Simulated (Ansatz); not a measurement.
Geometry optimisation in Ansatz: input, command and trajectory.

```yaml
crystal:
  lattice:
    - [-5.00058327, 5.00058327, -1.66686109]
    - [-5.00058327, -1.66686109, 5.00058327]
    - [1.66686109, 5.00058327, 5.00058327]
  atoms:
    - { symbol: Al, position: [0.8000647194, 0.2980547693, 0.2997255053] }
    - { symbol: Ti, position: [0.403764052, 0.3975601867, 0.4016826764] }
    - { symbol: Ti, position: [0.903476397, 0.3922187702, 0.9012882611] }
    - { symbol: Ti, position: [0.3983947526, 0.9006975072, 0.8976525406] }
    - { symbol: Mo, position: [0.2029750082, 0.1969715182, 0.2020461937] }
    - { symbol: Mo, position: [0.9954186962, 0.5025035881, 0.4971053617] }
    - { symbol: Hf, position: [0.0034279126, 0.99884445, 0.9951972173] }
    - { symbol: Hf, position: [0.0961735544, 0.5980553586, 0.0960818583] }
    - { symbol: Hf, position: [0.096523767, 0.1035689292, 0.601235638] }
    - { symbol: Hf, position: [0.9000138446, 0.9032025372, 0.4003174827] }
    - { symbol: Hf, position: [0.5997836498, 0.602398009, 0.6007553107] }
    - { symbol: Hf, position: [0.1997640827, 0.7000091952, 0.6967849562] }
    - { symbol: Hf, position: [0.7978241536, 0.7976342647, 0.796499335] }
    - { symbol: W, position: [0.5009175601, 0.4943565618, 0.0010476137] }
    - { symbol: W, position: [0.5959411394, 0.1057180426, 0.0980887498] }
    - { symbol: W, position: [0.6993188663, 0.6982901805, 0.196803961] }
    - { symbol: W, position: [0.3001126397, 0.7971082639, 0.3008440573] }
    - { symbol: W, position: [0.4994629486, 0.0030079323, 0.4996055428] }
    - { symbol: W, position: [0.6992339969, 0.2009278915, 0.7011160237] }
    - { symbol: W, position: [0.301674277, 0.3048042127, 0.802845115] }
  symmetry: { detect: false }
basis:
  ecutwfc: 420
kpoints:
  mp_grid: { grid: [2, 2, 2], shift: [0.5, 0.5, 0.5] }
hamiltonian:
  xc: pbe
scf:
  occupations: { method: gaussian, width: 0.1 }
  lower_state_search: "off"
output:
  forces: true
  stress: true
  eigenvalues: true
relax:
  adjacent_minimum: "off"
  f_tol: 0.04
  max_steps: 50
  cell: { stress_tol: 0.3 }
```

```bash
ansatz run input.yaml --threads 4 --pin off --max-ram 9216MiB --backend cpu --events-out ev --progress --plain --runs-dir out
```

Level of theory: DFT PBE, scalar-relativistic, plane waves, PAW in Ansatz 0.2.0.

Of 8 frames 8 are shown, positions in Å and forces in eV/Å; the SCF threshold varies from step to step. Steps run on the plane waves of an earlier cell, with a Pulay correction in the pressure. The basis is chosen afresh for the last frame, the zero of the energies, and at times for earlier ones too; energy and pressure can step there, also at an unchanged geometry. Where two frames share a geometry here, they differ by under 2 meV/atom and 0.3 GPa. The mark taken_back stands on steps that the optimiser undid.

```xyz
20
Lattice="-5.0006 5.0006 -1.6669 -5.0006 -1.6669 5.0006 1.6669 5.0006 5.0006" Properties=species:S:1:pos:R:3:forces:R:3 pbc="T T T" step=1 free_energy_over_end_meV_per_atom=110.19 pressure_GPa=-7.21
Al   -4.9916    5.0028    1.6557   -0.3780   -0.1328    0.3506
Ti   -3.3375    3.3650    3.3237    0.7557   -0.9021   -0.1465
Ti   -4.9769    8.3711    4.9623   -0.1223   -1.0799   -0.5893
Ti   -5.0000    4.9797    8.3287   -0.4939    0.6041    0.2436
Mo   -1.6632    1.6970    1.6570   -0.5214    0.2915   -1.4369
Mo   -6.6619    6.6259    3.3394    0.3963    0.1404    0.2308
Hf   -3.3531    3.3288    9.9657   -0.2303    0.0473    1.3357
Hf   -3.3114   -0.0355    3.3108    0.6868    1.6508    0.4194
Hf    0.0016    3.3166    3.3635   -1.9379   -0.4304    0.4878
Hf   -8.3499    4.9969    5.0182    0.8902   -0.1901   -1.1829
Hf   -5.0102    4.9993    5.0167   -0.2221    0.2183   -1.0634
Hf   -3.3379    3.3165    6.6518    0.2703   -0.2847   -1.2819
Hf   -6.6506    6.6430    6.6417    0.6003    0.2299    1.1524
W    -4.9752    1.6861    1.6423   -0.0078    0.6613   -0.0997
W    -3.3452    3.2943    0.0258    0.4698   -0.1901    0.0494
W    -6.6608    3.3172    3.3103    0.4806   -1.5660    0.7045
W    -4.9853    1.6765    4.9902   -1.6695    0.1775    0.0932
W    -1.6799    4.9909    1.6808   -0.5089   -0.2433   -0.1035
W    -3.3327    6.6676    3.3452    1.3955   -0.3344    0.7561
W    -1.6945    5.0152    5.0360    0.1467    1.3326    0.0807
20
Lattice="-4.8988 4.8955 -1.5799 -4.8774 -1.5708 4.8582 1.5762 4.8803 4.8645" Properties=species:S:1:pos:R:3:forces:R:3 pbc="T T T" step=2 free_energy_over_end_meV_per_atom=40.23 pressure_GPa=9.51
Al   -4.9333    4.8953    1.6721    0.0081   -0.0843   -0.0394
Ti   -3.2060    3.2162    3.2418   -0.2164    0.0802   -0.2768
Ti   -4.9406    8.1003    4.8145   -0.1690   -0.4113    0.1528
Ti   -4.9666    4.9647    8.1282    0.4649   -0.4709   -0.2019
Mo   -1.6837    1.6926    1.4830    0.3114   -0.4694    0.8455
Mo   -6.5038    6.5225    3.3087    0.0075    0.2733    0.1291
Hf   -3.3455    3.3099    9.8105   -0.3075   -0.0256    0.1728
Hf   -3.1689    0.1559    3.2670   -0.2179   -0.4677   -0.3167
Hf   -0.2102    3.1999    3.3205    0.8595    0.1424   -0.4925
Hf   -8.1005    4.9306    4.8052   -0.0249    0.3871    0.5654
Hf   -4.9450    4.9387    4.7970    0.5103   -0.3012    0.0767
Hf   -3.2709    3.2573    6.3603   -0.1043    0.2728    0.3683
Hf   -6.4922    6.5646    6.5974   -0.4865    0.2677   -0.4323
W    -4.8698    1.7419    1.6052   -0.3104    0.1067    0.4505
W    -3.2416    3.2277    0.0526   -0.6625    0.8023    0.1381
W    -6.4776    3.1393    3.3098    0.2201    0.5788   -0.5096
W    -5.0449    1.7003    4.8739    0.6383   -0.2770   -0.0762
W    -1.7232    4.8632    1.6424   -0.2216    0.2310    0.3469
W    -3.1655    6.4995    3.3439   -0.3276   -0.1238   -0.7051
W    -1.6838    5.0425    4.9196    0.0285   -0.5110   -0.1954
20
Lattice="-5.0239 5.0188 -1.6177 -4.9955 -1.6065 4.9670 1.6115 4.9953 4.9720" Properties=species:S:1:pos:R:3:forces:R:3 pbc="T T T" step=3 free_energy_over_end_meV_per_atom=10.64 pressure_GPa=-3.15
Al   -5.0865    4.9901    1.7140    0.1128    0.0964   -0.1458
Ti   -3.2909    3.2809    3.2831    0.0388   -0.0380   -0.2905
Ti   -5.0843    8.2149    4.9275   -0.0524   -0.1832   -0.1083
Ti   -5.0780    5.0779    8.3093    0.1889   -0.2276    0.0313
Mo   -1.7535    1.7455    1.5602    0.1380   -0.0653   -0.0513
Mo   -6.6556    6.6903    3.3578    0.0837    0.1021    0.0886
Hf   -3.4896    3.3913   10.1319   -0.1903    0.2549    0.0968
Hf   -3.2527    0.1586    3.3337   -0.2253   -0.3797   -0.0747
Hf   -0.1989    3.2992    3.3554    0.4597    0.1331   -0.1036
Hf   -8.2555    5.0799    4.9191   -0.0899    0.0265    0.2067
Hf   -5.0278    5.0566    4.8619   -0.0604    0.0010    0.2507
Hf   -3.3428    3.3561    6.4438    0.0973   -0.1351    0.2821
Hf   -6.6754    6.7558    6.7566   -0.3488    0.2623   -0.0108
W    -4.9961    1.7861    1.6537   -0.1993    0.1035    0.1877
W    -3.3610    3.3432    0.0728    0.1332   -0.0243   -0.0423
W    -6.6164    3.2326    3.3796    0.1272   -0.2957   -0.0126
W    -5.1492    1.7163    5.0035   -0.2988    0.0945   -0.2412
W    -1.7801    4.9969    1.6809   -0.0725    0.1493    0.1684
W    -3.2361    6.6603    3.3772    0.1649   -0.1025   -0.0335
W    -1.7210    5.1560    5.0146   -0.0067    0.2274   -0.1973
20
Lattice="-4.9777 5.0173 -1.6528 -4.8988 -1.5884 4.9740 1.5692 4.9294 4.9650" Properties=species:S:1:pos:R:3:forces:R:3 pbc="T T T" step=4 free_energy_over_end_meV_per_atom=12.27 pressure_GPa=0.76 taken_back
Al   -4.9873    4.9709    1.6813    0.0903   -0.1225   -0.2284
Ti   -3.2371    3.2529    3.2429   -0.0791    0.0738   -0.1024
Ti   -5.0548    8.0923    4.8683    0.1106    0.2132    0.2124
Ti   -4.9638    4.9784    8.2196   -0.1103    0.1431    0.1157
Mo   -1.7926    1.8183    1.6163    0.5310   -0.4580   -0.3086
Mo   -6.4939    6.6323    3.2826   -0.4293    0.1394    0.0275
Hf   -3.5282    3.4462   10.2739   -0.0202    0.0383   -0.2545
Hf   -3.2389    0.0897    3.3350    0.1792    0.1954   -0.1975
Hf   -0.1041    3.3327    3.3426   -0.1482   -0.2068   -0.1466
Hf   -8.1094    5.0871    4.8901   -0.2755   -0.1661    0.1575
Hf   -4.9841    5.0117    4.9747    0.0891   -0.0376   -0.3605
Hf   -3.2333    3.2704    6.3754   -0.0672    0.0470    0.0894
Hf   -6.7232    6.7942    6.8071    0.2229   -0.1950   -0.1495
W    -4.9191    1.8178    1.6468   -0.3358   -0.2235   -0.0046
W    -3.3229    3.3265   -0.0479   -0.2181    0.2604    0.9766
W    -6.4899    3.2393    3.3308   -0.0848   -0.1952    0.2721
W    -5.1110    1.7017    4.9639    0.2427    0.0951   -0.0473
W    -1.8074    4.9476    1.6647    0.1415    0.3420   -0.0532
W    -3.2539    6.5385    3.3329    0.2649    0.3271    0.0972
W    -1.6901    5.1468    4.9833   -0.1042   -0.2698   -0.0950
20
Lattice="-5.0079 5.0226 -1.6306 -4.9376 -1.5967 4.9132 1.5936 4.9549 4.9158" Properties=species:S:1:pos:R:3:forces:R:3 pbc="T T T" step=5 free_energy_over_end_meV_per_atom=0.46 pressure_GPa=0.12
Al   -5.0375    4.9907    1.6641   -0.0377    0.0276   -0.0539
Ti   -3.2574    3.2621    3.1787    0.0176   -0.0122    0.1056
Ti   -5.0670    8.1564    4.8295   -0.0127   -0.0266    0.0345
Ti   -5.0145    5.0290    8.1858    0.0388   -0.0309   -0.0936
Mo   -1.7406    1.7531    1.5502    0.0200   -0.0090    0.0305
Mo   -6.5968    6.6732    3.2749   -0.0212    0.0043   -0.0453
Hf   -3.4854    3.4053   10.0717   -0.1219    0.0913    0.0970
Hf   -3.2410    0.1086    3.2799    0.0187    0.0508    0.0146
Hf   -0.1330    3.3039    3.3001   -0.0040   -0.0210    0.0380
Hf   -8.2022    5.0804    4.8550    0.0327    0.0258   -0.0082
Hf   -5.0011    5.0311    4.8427   -0.0808    0.0571   -0.0748
Hf   -3.2912    3.3151    6.3587    0.0541   -0.0439   -0.0534
Hf   -6.6977    6.7769    6.6822   -0.0262    0.0224   -0.0159
W    -4.9885    1.7859    1.6340    0.0961    0.0308    0.0895
W    -3.3460    3.3455    0.0579    0.0403    0.0316   -0.0505
W    -6.5652    3.2285    3.3196    0.0472   -0.0789    0.0589
W    -5.1129    1.7198    4.9122   -0.0526   -0.0362   -0.0449
W    -1.7744    5.0021    1.6604   -0.0342   -0.1096    0.0669
W    -3.2303    6.6174    3.3207   -0.0147    0.0357   -0.0319
W    -1.7095    5.1347    4.9303    0.0405   -0.0090   -0.0633
20
Lattice="-5.0177 5.0281 -1.6404 -4.9317 -1.5899 4.9218 1.5888 4.9458 4.9255" Properties=species:S:1:pos:R:3:forces:R:3 pbc="T T T" step=6 free_energy_over_end_meV_per_atom=-0.07 pressure_GPa=0.02
Al   -5.0414    4.9924    1.6535   -0.0345    0.0232    0.0462
Ti   -3.2583    3.2597    3.1918    0.0073    0.0108    0.0036
Ti   -5.0812    8.1478    4.8377    0.0253    0.0017    0.0223
Ti   -5.0087    5.0199    8.1762   -0.0062    0.0082    0.0036
Mo   -1.7501    1.7608    1.5619    0.0024    0.0100    0.0065
Mo   -6.6073    6.6768    3.2598    0.0105   -0.0210    0.0268
Hf   -3.5086    3.4243   10.1228    0.0177   -0.0329   -0.1023
Hf   -3.2416    0.1074    3.2875   -0.0005   -0.0007   -0.0410
Hf   -0.1263    3.3003    3.3099   -0.0068    0.0143   -0.0342
Hf   -8.1964    5.0901    4.8593   -0.0331   -0.0285    0.0050
Hf   -5.0146    5.0419    4.8393    0.0238   -0.0265    0.0374
Hf   -3.2852    3.3098    6.3474    0.0065    0.0189    0.0175
Hf   -6.7168    6.7940    6.6989   -0.0323    0.0194    0.0350
W    -4.9804    1.7914    1.6399   -0.0193   -0.0161   -0.0312
W    -3.3520    3.3546    0.0528    0.0485   -0.0312    0.0024
W    -6.5592    3.2239    3.3273   -0.0020   -0.0276    0.0102
W    -5.1176    1.7111    4.9157   -0.0090    0.0356    0.0093
W    -1.7841    4.9904    1.6655    0.0070    0.0220   -0.0309
W    -3.2397    6.6196    3.3207    0.0208    0.0149   -0.0151
W    -1.7085    5.1359    4.9254   -0.0259    0.0055    0.0290
20
Lattice="-5.0177 5.0309 -1.6420 -4.9303 -1.5920 4.9185 1.5902 4.9473 4.9224" Properties=species:S:1:pos:R:3:forces:R:3 pbc="T T T" step=7 free_energy_over_end_meV_per_atom=-0.17 pressure_GPa=-0.01
Al   -5.0498    5.0000    1.6522    0.0102   -0.0122    0.0156
Ti   -3.2577    3.2640    3.1887    0.0007   -0.0014    0.0143
Ti   -5.0745    8.1500    4.8341    0.0150   -0.0080    0.0111
Ti   -5.0089    5.0239    8.1701    0.0067   -0.0076   -0.0013
Mo   -1.7442    1.7607    1.5575   -0.0056   -0.0037    0.0013
Mo   -6.6042    6.6768    3.2644   -0.0097    0.0012   -0.0088
Hf   -3.5037    3.4177   10.0993   -0.0108    0.0052    0.0077
Hf   -3.2367    0.1105    3.2813    0.0011   -0.0035    0.0088
Hf   -0.1316    3.3016    3.3048    0.0131    0.0006    0.0098
Hf   -8.2014    5.0862    4.8526    0.0060    0.0010    0.0015
Hf   -5.0101    5.0388    4.8418   -0.0073    0.0103   -0.0210
Hf   -3.2802    3.3101    6.3497   -0.0070    0.0129   -0.0220
Hf   -6.7161    6.7945    6.6909   -0.0018   -0.0012    0.0000
W    -4.9791    1.7904    1.6361    0.0113   -0.0004   -0.0082
W    -3.3471    3.3541    0.0518   -0.0186    0.0154   -0.0086
W    -6.5580    3.2220    3.3232    0.0133    0.0048    0.0152
W    -5.1141    1.7151    4.9127   -0.0024    0.0000   -0.0088
W    -1.7843    4.9952    1.6613   -0.0057   -0.0093   -0.0031
W    -3.2382    6.6225    3.3152   -0.0180   -0.0023    0.0050
W    -1.7096    5.1390    4.9255    0.0095   -0.0018   -0.0083
20
Lattice="-5.0177 5.0309 -1.6420 -4.9303 -1.5920 4.9185 1.5902 4.9473 4.9224" Properties=species:S:1:pos:R:3:forces:R:3 pbc="T T T" step=8 free_energy_over_end_meV_per_atom=0.00 pressure_GPa=0.00
Al   -5.0498    5.0000    1.6522    0.0103   -0.0122    0.0155
Ti   -3.2577    3.2640    3.1887    0.0006   -0.0014    0.0144
Ti   -5.0745    8.1500    4.8341    0.0150   -0.0079    0.0112
Ti   -5.0089    5.0239    8.1701    0.0068   -0.0076   -0.0014
Mo   -1.7442    1.7607    1.5575   -0.0056   -0.0038    0.0013
Mo   -6.6042    6.6768    3.2644   -0.0097    0.0013   -0.0089
Hf   -3.5037    3.4177   10.0993   -0.0109    0.0051    0.0078
Hf   -3.2367    0.1105    3.2813    0.0010   -0.0035    0.0088
Hf   -0.1316    3.3016    3.3048    0.0130    0.0006    0.0100
Hf   -8.2014    5.0862    4.8526    0.0060    0.0012    0.0017
Hf   -5.0101    5.0388    4.8418   -0.0074    0.0103   -0.0211
Hf   -3.2802    3.3101    6.3497   -0.0068    0.0128   -0.0218
Hf   -6.7161    6.7945    6.6909   -0.0018   -0.0012   -0.0003
W    -4.9791    1.7904    1.6361    0.0113   -0.0004   -0.0082
W    -3.3471    3.3541    0.0518   -0.0187    0.0154   -0.0086
W    -6.5580    3.2220    3.3232    0.0133    0.0048    0.0151
W    -5.1141    1.7151    4.9127   -0.0024    0.0000   -0.0089
W    -1.7843    4.9952    1.6613   -0.0056   -0.0093   -0.0030
W    -3.2382    6.6225    3.3152   -0.0180   -0.0024    0.0049
W    -1.7096    5.1390    4.9255    0.0096   -0.0018   -0.0084
```

It took 2.5 min on 4 threads of Arm Neoverse V1, with other jobs on the host, peak memory 1.8 GiB.

The k mesh is coarse. Spin–orbit coupling is left out, which can shift energies with elements as heavy as these. Spin polarisation was left out, and a magnetic state may lie lower.